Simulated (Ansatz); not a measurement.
One crystal and one scan (scan of one atom of the cell) at two levels, PBE (plane waves to 420 eV, PAW, scalar-relativistic; Ansatz, a first-principles code) and r2SCAN (plane waves to 500 eV, PAW, scalar-relativistic; Ansatz), each from its own relaxed cell and on its own mesh.

The crystal is BaTiO$_{3}$ (cubic perovskite); one O atom of a 5-atom cell moves by s along Cartesian z, with its periodic images.

E stands for the smeared free energy. BaTiO3 is run without spin polarisation. BaTiO3 was relaxed with its symmetry unable to fall. The PAW data are Ansatz's earlier set. This is a high-temperature form of BaTiO3. Both scans cover s from -0.200 to 0.200 Å.

```csv
quantity,run 1,run 2
Lattice constant a (Å),3.994,4.019
"Band gap of the relaxed cell, no spin-orbit coupling (eV)",2.18,1.79
Energy at s = 0.200 Å (meV/cell),134.8,116.6
Force along the line at s = -0.200 Å (eV/Å),1.693,1.490
Force constant k = d²E/ds² at s = 0 (finite differences) (eV/Å²),4.98,4.18
```

Question: Which run is which level?

Answer: Run 2 is PBE, run 1 is r2SCAN. PBE gives the higher value for: lattice constant a. PBE gives the lower value for: band gap of the relaxed cell, no spin-orbit coupling; energy at s = 0.200 Å; force along the line at s = -0.200 Å; force constant k = d²E/ds² at s = 0. Both give the same symmetry of the curve: even: the same for both signs.

(A displaced cell: forces are minus the slopes of the energy, force constants its curvatures, and phonons follow from these.)
